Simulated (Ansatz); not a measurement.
One crystal and one scan (energy against volume) at two levels, PBE (plane waves to 420 eV, PAW, scalar-relativistic; Ansatz, a program for electronic structure) and r2SCAN (plane waves to 500 eV, PAW, scalar-relativistic; Ansatz), each from its own relaxed cell and on its own mesh. The cell shown is that of PBE.

NaI (rock salt)

```
CELL_PARAMETERS angstrom
      0.00000     3.26452     3.26452
      3.26452     0.00000     3.26452
      3.26452     3.26452     0.00000
ATOMIC_POSITIONS crystal
  I  0.00000 0.00000 0.00000
  Na 0.50000 0.50000 0.50000
```

The volume is varied about the relaxed value V₀ at fixed cell shape. Symmetry pins the atoms to their sites.

E stands for the smeared free energy. NaI was relaxed with its symmetry unable to fall. Spin-orbit coupling is left out, though I is heavy. Percentages come from the unrounded values. Both scans cover V/V₀ from 0.900 to 1.100.

Results of PBE:

- Lattice constant a (Å) = 6.529
- Pressure at the smallest volume (GPa) = 2.04
- Energy cost of the largest compression (meV/atom) = 20.1
- Energy cost of the largest expansion (meV/atom) = 13.7
- Bulk modulus B₀ (third-order Birch-Murnaghan fit) (GPa) = 15.1

### Question
Estimate the r2SCAN values.

### Answer
```csv
quantity,r2SCAN,PBE − r2SCAN
Lattice constant a (Å),6.460,+0.069 (+1.1 %)
Pressure at the smallest volume (GPa),2.33,-0.29 (-12 %)
Energy cost of the largest compression (meV/atom),22.2,-2.1 (-10 %)
Energy cost of the largest expansion (meV/atom),14.9,-1.2 (-8 %)
Bulk modulus B₀ (third-order Birch-Murnaghan fit) (GPa),17.2,-2.1 (-12 %)
```

PBE gives the higher value for: lattice constant a. PBE gives the lower value for: pressure at the smallest volume; energy cost of the largest compression; energy cost of the largest expansion; bulk modulus B₀. For the lattice constant a the reference is 6.409 Å (measured at or taken to low temperature; as given in Klaus Doll, Hermann Stoll, Physical review. B, Condensed matter (1998), arXiv:cond-mat/9801031): r2SCAN lies nearer. For the bulk modulus B₀ the reference is 17.9 GPa (measured at or taken to low temperature; as given in Klaus Doll, Hermann Stoll, Physical review. B, Condensed matter (1998), arXiv:cond-mat/9801031): r2SCAN lies nearer. 

(A scan under strain: stresses follow from slopes of the energy per volume, elastic moduli from its curvatures.)
